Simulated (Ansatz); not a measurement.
TePb:
```xyz
2
Lattice="0.0000 3.2673 3.2673 3.2673 0.0000 3.2673 3.2673 3.2673 0.0000" Properties=species:S:1:pos:R:3 pbc="T T T"
Te     0.0000     0.0000     0.0000
Pb     3.2673     3.2673     3.2673
```

Relaxed with r²SCAN.

Map the valence electron density (e/Å³), cut off at 2 on the plane through (0.000, 0.000, 0.000) spanned by u = [1, 0, 0] and v = [0, 1, -1] in lattice vectors, from r²SCAN (plane waves, PAW; program Ansatz).

x is the fraction of u, y of v (the angle between them is 90°; rows are the nearest grid lines); atoms in the plane: Te at (0.00, 0.00), Pb at (0.50, 0.50).
```
|999952100000000001259999|
|999952100000000001259999|
|999932100000000001239999|
|999421100000000001124999|
|553221000000000000122355|
|222111000000000000111222|
|111100000111111000001111|
|000000011234432110000000|
|000000013589985310000000|
|000000125999999521000000|
|000000138999999831000000|
|000000149999999941000000|
|000000149999999941000000|
|000000138999999831000000|
|000000125999999521000000|
|000000013589985310000000|
|000000011234432110000000|
|111100000111111000001111|
|222111000000000000111222|
|553221000000000000122355|
|999421100000000001124999|
|999932100000000001239999|
|999952100000000001259999|
|999952100000000001259999|
```
Scale: ten equal steps from 0.042 (start of '0') to 2.00 (end of '9'), in the order '0123456789'; x runs from 0.000 to 1.00, y from 0.000 (bottom) to 1.00 (top).

The density is the valence pseudo-density with augmentation charge, so density and ELF within about 1 Å of a nucleus are not all-electron values.

Space group Fm-3m (rock salt). The cell was relaxed with r²SCAN under the symmetry of its start. Scalar-relativistic: spin–orbit coupling is off unless named, which matters more the heavier the elements.

Potentials: the later of the program's two PAW sets.
